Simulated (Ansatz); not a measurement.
Te$_{2}$Pd:
```
CELL_PARAMETERS angstrom
      1.94434     1.12256     5.63409
     -1.94434     1.12256     5.63409
      0.00000    -2.24512     5.63409
ATOMIC_POSITIONS crystal
  Pd 0.00000 0.00000 0.00000
  Te 0.24916 0.24916 0.24916
  Te 0.75084 0.75084 0.75084
```

Relaxed with LDA. Special points in fractions of this cell's reciprocal vectors: Γ (0.000, 0.000, 0.000); T (0.500, 0.500, 0.500); H2 (0.807, 0.193, 0.500); H0 (0.500, -0.193, 0.193); L (0.500, 0.000, 0.000); S0 (0.347, -0.347, 0.000); S2 (0.653, 0.000, 0.347); F (0.500, 0.000, 0.500).

Question: List the band energies nearest the Fermi level at these points for LDA in the plane-wave PAW code Ansatz.

Answer: In eV from the Fermi level; about four levels below and three above (degenerate sets whole), none deeper than 8.9 eV; points with the same levels are listed once.

| k | below | above |
|---|---|---|
| Γ | -5.07 -5.07 -3.56 -3.56 -2.49 | 0.37 0.37 1.46 |
| T | -2.21 -1.24 -0.26 -0.26 | 2.08 2.08 4.71 |
| H2 | -3.26 -2.87 -2.00 -1.55 | 0.20 1.02 5.42 |
| L | -3.14 -2.49 -2.45 -1.67 | 0.36 0.76 4.23 |
| S0 | -3.28 -2.93 -2.17 -1.44 | 0.05 1.02 5.01 |
| F | -3.23 -2.86 -2.41 -1.07 | 2.21 2.24 2.75 |

Space group R-3m. The cell is a constructed one: a structure type filled with these elements; neither database checked (COD, Materials Project) lists it. COD files the formula under space group No. 164. Its standing as an ambient phase is unchecked. Symmetry was held in the LDA relaxation; whether a distortion lowers the energy is not shown. No spin polarisation was allowed. A crystal of weakly bound layers computed without a dispersion correction: the cell and the soft elastic constants depend strongly on that. Scalar-relativistic: spin–orbit coupling is off unless named, which matters more the heavier the elements.

Potentials: the later of the program's two PAW sets.
